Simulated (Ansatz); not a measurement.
# HfN: two-dimensional strain map

The calculation used Ansatz 0.2.0, DFT LDA, scalar-relativistic, plane waves, PAW. Settings: plane waves to 420 eV, k-mesh 16×16×16 (Γ-centred), Gaussian smearing 0.15 eV. Spin–orbit coupling is left out, which can shift energies with elements as heavy as these. No spin polarisation. Energies are free energies at this smearing, counted from the undisturbed cell; pressure is positive in compression.

Zero of the scan (as given, not relaxed at this level; it stands at -9.6 GPa; this zinc-blende form isn't the usual structure):

```
Hf N
1.0
     0.00000    2.45482    2.45482
     2.45482    0.00000    2.45482
     2.45482    2.45482    0.00000
Hf N
1 1
Cartesian
  0.0000 0.0000 0.0000
  3.6822 3.6822 3.6822
```

The cell is strained by p along both x and y and by q along z, fractional coordinates fixed. Points are written (p, q).

Energy above the undisturbed cell in meV/atom (a dash: not computed):

```
 p \ q  -0.050  -0.025  0.000  0.025  0.050
-0.050    88.0    41.7   17.1   12.9   27.3
-0.025     7.4   -15.6  -19.3   -4.8   26.5
 0.000   -11.1   -14.0    0.0   30.1   75.2
 0.025    23.7    37.9   66.8  109.9  166.4
 0.050   103.8   132.2  173.7  227.8  293.7
```

Pressure in GPa:

| p \ q | -0.050 | -0.025 | 0.000 | 0.025 | 0.050 |
| --- | --- | --- | --- | --- | --- |
| -0.050 | 27.6 | 19.7 | 12.5 | 6.1 | 0.4 |
| -0.025 | 12.5 | 6.0 | 0.2 | -5.0 | -9.5 |
| 0.000 | 0.2 | -5.0 | -9.6 | -13.7 | -17.3 |
| 0.025 | -9.6 | -13.7 | -17.4 | -20.6 | -23.5 |
| 0.050 | -17.4 | -20.6 | -23.5 | -26.0 | -28.2 |

Cost: 25 runs of about 8.4 core-minutes in all, on Intel Xeon Processor @ 2.70GHz (shared hosts).